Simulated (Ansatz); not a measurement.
HfGeS in space group P4/nmm (No. 129; Hf on 2c, Ge on 2a, S on 2c), r²SCAN (plane waves, PAW; program Ansatz), all energies at zero smearing, with the estimated change up to a 700 eV cutoff added, with one set of potentials and settings (totals compare only within such a set). Cell of 6 atoms (2 Hf, 2 Ge, 2 S): -41892.157 eV.

```json
[
 {"element": "Hf", "reference phase": "P6_3/mmc, 2 atoms in the cell", "E (eV/atom)": "-15733.7929"},
 {"element": "Ge", "reference phase": "Fd-3m, 2 atoms in the cell", "E (eV/atom)": "-4302.9121"},
 {"element": "S", "reference phase": "P2/c, 32 atoms in the cell", "E (eV/atom)": "-905.8150"}
]
```

Formation energy per atom, worked out: (-41892.157 − 2×(-15733.7929) − 2×(-4302.9121) − 2×(-905.8150))/6 = -1.186 eV/atom (-114 kJ per mol of atoms), at 0 K, without zero-point energy or fitted corrections.

The workflow started from a Materials Project entry (that database holds measured and hypothetical structures alike); the Crystallography Open Database files this formula in space group No. 129, but the cells were not matched. Its standing as an ambient phase is unchecked. Symmetry was held in the r²SCAN relaxation; its stability against distortions is not shown here. No spin polarisation was allowed. The references are the lowest solids computed at this level, not always the standard phases. Spin–orbit coupling is left out wherever it is not named.

Potentials: the earlier of the program's two PAW sets.
